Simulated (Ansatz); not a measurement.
Computed properties of Mg2SO (ordering on rocksalt)

All numbers come from Ansatz. (Calculated; spin-unpolarised; the phase may be known or hypothetical.)

Structure: Mg2SO, ordered on the rocksalt lattice (P4/mmm) with 4 atoms a cell, at its r2SCAN minimum. It is tetragonal, P4/mmm (No. 123); a = 3.408 Å, c = 4.761 Å in the conventional setting, 13.83 Å³ an atom. O is surrounded by 6 Mg at 2.38–2.41 Å; Mg is surrounded by 2 O at 2.38 Å and 4 S at 2.41 Å; S is surrounded by 6 Mg at 2.38–2.41 Å; Mg is surrounded by 2 S at 2.38 Å and 4 O at 2.41 Å.

Relaxed lattice by functional, symmetry kept:
```tsv
functional	k mesh	a (Å)	c (Å)	volume (Å³/atom)
PBE	8×8×6	3.435	4.800	14.16
r2SCAN	6×6×6	3.408	4.761	13.83
```

Band edges at fixed r2SCAN geometry:
```csv
level,k mesh,gap (eV),kind,edges,least direct gap (eV),rough cost
PBE,8×8×6,3.19,direct,Γ,3.19,6 core-seconds
r2SCAN,8×8×6,3.98,direct,Γ,3.98,12 core-seconds
HSE06,6×6×4,4.51,direct,Γ,4.51,110 core-seconds
PBE0,6×6×4,5.23,direct,Γ,5.23,110 core-seconds
"G0W0@PBE (165 empty bands, 120 eV, 4×4×4)",4×4×4,4.58,–,Γ (mesh),–,90 core-seconds
```
PBE: smearing of 0.02 eV; the others have fixed occupations.
Wave cutoffs: 420 eV, 500 eV (r2SCAN).
The G0W0 gap is PBE's gap over the path plus the quasiparticle shift read on the mesh. G0W0 values are finite-basis, finite-mesh values.
Costs come from shared machines and give only the order; PBE's includes the band path.

HSE06 gives a direct gap of 4.51 eV at Γ. With r2SCAN, at Γ the top three valence levels group as 2+1 from the top, spread over 51 meV.

Taking G0W0@PBE (165 empty bands, 120 eV, 4×4×4), 4.58 eV, as the yardstick (a computed one, not at the basis limit), HSE06 comes nearest, -0.07 eV off, at about 9 times r2SCAN's cost; G0W0 itself took about 7 times r2SCAN's cost. The others: r2SCAN -0.60, PBE0 +0.65, PBE -1.39 eV. The yardstick's own error is a tenth of an eV or more. r2SCAN covers 59 % of the step from PBE to HSE06, while HSE06 needs about 9 times r2SCAN's cost (on a coarser mesh). Among these functionals the gap stays direct.

r2SCAN (ground state on 6×6×4): The clamped-ion dielectric constant comes out as 4.18 along x and y, 4.10 along z. Born charges, averaged over directions: O -2.40, Mg +2.11 to +2.15, S -1.86 e.

The meshes of the hybrids are coarse, so their gaps aren't converged to the digits shown.

The splittings at Γ are without spin-orbit coupling, which regroups them where it is of like size or larger.
